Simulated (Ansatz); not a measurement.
Relaxed-ion elastic tensor of InGaAs₂ in space group R3m (No. 160; In on 3a, Ga on 3a, As on 3a, As on 3a) in GPa (Voigt order), the program Ansatz at the r²SCAN level (PAW); density 5.42 g/cm³, 25.61 Å³ per atom.

|  | 1 | 2 | 3 | 4 | 5 | 6 |
|---|---|---|---|---|---|---|
| 1 | 114 | 37.6 | 33.2 | -10.2 | 0.0 | 0.0 |
| 2 | 37.6 | 114 | 33.2 | 10.2 | 0.0 | 0.0 |
| 3 | 33.2 | 33.2 | 130 | 0.0 | 0.0 | 0.0 |
| 4 | -10.2 | 10.2 | 0.0 | 31.8 | 0.0 | 0.0 |
| 5 | 0.0 | 0.0 | 0.0 | 0.0 | 31.8 | -10.2 |
| 6 | 0.0 | 0.0 | 0.0 | 0.0 | -10.2 | 38.0 |

Q: Is the crystal mechanically stable?

A: Yes: the smallest eigenvalue of C is 24.3 GPa.

Q: Work out the Voigt, Reuss and Hill averages.

A: K_V = 62.8, K_R = 62.7, K_H = 62.8; G_V = 37.2, G_R = 33.8, G_H = 35.5 GPa.

Q: Give Young's modulus, Poisson's ratio, Pugh's ratio and the universal anisotropy index.

A: E = 9KG/(3K + G) = 89.7 GPa; ν = 0.26; K/G = 1.77 (near the Pugh limit of 1.75, no verdict); A_U = 5G_V/G_R + K_V/K_R − 6 = 0.50.

Q: Estimate the sound speeds and the Debye temperature.

A: v_l = √((K + 4G/3)/ρ) = 4510 m/s, v_t = √(G/ρ) = 2560 m/s, mean 2850 m/s; Θ = (h/k)(3n/4πV)^(1/3) v_m = 288 K.

Q: Solve the Christoffel equation for the three sound speeds along x, y, z.

A: Eigenvalues of C_ijkl n_j n_l equal ρv². In km/s, slowest first: x 2.12, 2.90, 4.58; y 2.38, 2.65, 4.61; z 2.42, 2.42, 4.89.

Q: How much does each axis shrink under pressure?

A: Linear compressibilities β_i = Σ_j S_ij (j = 1 to 3): x 5.5, y 5.5, z 4.9 per TPa.

The workflow started from a Materials Project entry (that database holds measured and hypothetical structures alike); the Crystallography Open Database copy checked does not list it. With In and Ga taken as one species the cell has the higher symmetry F-43m, so it may be an ordered model of a mixed-site phase. Its standing as an ambient phase is unchecked. The cell was relaxed with r²SCAN under the symmetry of its start; of distortions, only those at the zone centre were tested.

Potentials: the later of the program's two PAW sets.
